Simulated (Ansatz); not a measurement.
CdSe (wurtzite)

```
CdSe
1.0
    4.38272     0.00000     0.00000
   -2.19136     3.79554     0.00000
    0.00000     0.00000     7.15447
Cd Se
2 2
Direct
  0.66667   0.33333   0.00047
  0.33333   0.66667   0.50047
  0.66667   0.33333   0.62473
  0.33333   0.66667   0.12473
```

In each cell atom 2 (Cd, nearest neighbour Se at 2.682 Å; its periodic images, 4.4 Å or more away, move with it) moves by s·(0.817, -0.472, 0.331) (towards the nearest neighbour), the rest being held.

Calculation: PBE (plane waves to 420 eV, PAW, scalar-relativistic; Ansatz, a first-principles code). k mesh 7×7×4 (Γ-centred), Fermi-Dirac smearing 0.05 eV. E stands for the smeared free energy. CdSe was relaxed with its symmetry unable to fall. ΔE is measured from the undisplaced structure.

```
s (Å)   ΔE (meV/cell)
------  -------------
-0.270          106.2
-0.216           72.8
-0.162           43.9
-0.108           20.9
-0.054            5.6
0.000             0.0
0.054             6.5
0.108        withheld
0.162            68.1
0.216           131.0
0.270           221.5
```

**Question.** Fit a polynomial form (powers 2, 3, 4) to the given rows and predict ΔE at s = 0.108.

**Answer.** Least squares on the 10 given rows: ΔE = (2071)·s² + (2918)·s³ + (2419)·s⁴, in meV/cell with s in Å; root-mean-square residual 0.22 meV/cell. At 0.108 the fit gives 28.2 meV/cell; the calculation gives 28.1 meV/cell, so the interpolation is off by 0.1 (+0.4 %). The quadratic term alone would give 24.2 meV/cell.

(For displaced atoms, the force is minus the slope of the energy, and its curvature is a force constant, which sets phonon frequencies.)
